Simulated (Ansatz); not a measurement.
Relax this structure to zero stress and force, keeping its symmetry:

```cif
data_structure
_symmetry_space_group_name_H-M 'P6_3/mmc'
_symmetry_Int_Tables_number 194
_cell_length_a 2.9000
_cell_length_b 2.9000
_cell_length_c 4.8800
_cell_angle_alpha 90.000
_cell_angle_beta 90.000
_cell_angle_gamma 120.000
_cell_volume 35.54
loop_
_atom_site_label
_atom_site_type_symbol
_atom_site_symmetry_multiplicity
_atom_site_Wyckoff_symbol
_atom_site_fract_x
_atom_site_fract_y
_atom_site_fract_z
_atom_site_occupancy
Au1 Au 2 d 0.33333 0.66667 0.75000 1
```

Level of theory: DFT PBEsol, scalar-relativistic, plane waves, PAW (Ansatz).

Plane waves to 420 eV, a k mesh through Γ of 18×18×10 on the computed 2-atom cell and Gaussian smearing (0.10 eV); no spin polarisation.

What does it relax to?

The volume drops by 0.74 Å³/atom to 17.03 Å³/atom, and the energy falls by 15.5 meV/atom. Final structure:
```
Au
1.0
     2.86519    0.00000    0.00000
    -1.43260    2.48133    0.00000
     0.00000    0.00000    4.79058
Au
2
Direct
  0.33333 0.66667 0.75000
  0.66667 0.33333 0.25000
```

Spin–orbit coupling is left out, which can shift energies with elements as heavy as these.

This form isn't the element's structure at ambient conditions.